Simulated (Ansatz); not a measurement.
BP:
```yaml
crystal:
  lattice:
    - [0.00000, 2.26010, 2.26010]
    - [2.26010, 0.00000, 2.26010]
    - [2.26010, 2.26010, 0.00000]
  atoms:
    - { symbol: B, position: [0.00000, 0.00000, 0.00000] }
    - { symbol: P, position: [0.75000, 0.75000, 0.75000] }
```

Tensor components refer to the Cartesian frame of this cell.

**Question.** Give the high-frequency dielectric tensor and the Born effective charge tensors of the independent atoms from DFPT, PBEsol in the plane-wave PAW code Ansatz.

**Answer.** 
ε∞:
```
9.30  0.00  0.00
0.00  9.30  0.00
0.00  0.00  9.30
```
Z* of atom 1 (B), rows: field, columns: displacement, in e:
```
-0.56   0.00   0.00
 0.00  -0.56   0.00
 0.00   0.00  -0.56
```
Z* of atom 2 (P), rows: field, columns: displacement, in e:
```
0.56  0.00  0.00
0.00  0.56  0.00
0.00  0.00  0.56
```

Space group F-43m (zinc blende). The cell was relaxed with PBEsol under the symmetry of its start.

Potentials: the earlier of the program's two PAW sets. The files were generated under PBE; for other functionals the program regenerates the frozen cores, and for LDA and PBEsol the local potential too.
